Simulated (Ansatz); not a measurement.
The cell below belongs to a search over invented structures; it isn't taken from experiment.

Input and command of a plane-wave DFT calculation in Ansatz:

```yaml
crystal:
  lattice:
    - [2.075, 1.19800181, 13.0]
    - [-2.075, 1.19800181, 13.0]
    - [0.0, -2.39600362, 13.0]
  atoms:
    - { symbol: Sc, position: [0.5757, 0.5757, 0.5757] }
    - { symbol: Sc, position: [0.4243, 0.4243, 0.4243] }
    - { symbol: Ge, position: [0.0, 0.0, 0.0] }
    - { symbol: Te, position: [0.867, 0.867, 0.867] }
    - { symbol: Te, position: [0.133, 0.133, 0.133] }
    - { symbol: Te, position: [0.7117, 0.7117, 0.7117] }
    - { symbol: Te, position: [0.2883, 0.2883, 0.2883] }
basis:
  ecutwfc: 420
kpoints:
  mp_grid: { grid: [5, 5, 5] }
hamiltonian:
  xc: pbe
scf:
  occupations: { method: gaussian, width: 0.2 }
  lower_state_search: "off"
output:
  forces: true
  stress: true
  eigenvalues: true
relax:
  adjacent_minimum: "off"
  f_tol: 0.08
  max_steps: 16
  cell: { stress_tol: 0.8 }
```

```bash
ansatz run input.yaml --threads 1 --pin off --max-ram 2560MiB --backend cpu --events-out ev --progress --plain --runs-dir out
```

Processor: Arm Neoverse V1, 1 thread, on a host shared with other jobs.

Task: Estimate time, memory and problem size.

Result: About 68 s, peak memory 0.56 GiB. It solves 60 bands at 19 k points (after reduction by symmetry) with about 3999 plane waves (on the last cell), in 33 SCF iterations over 5 ionic steps.
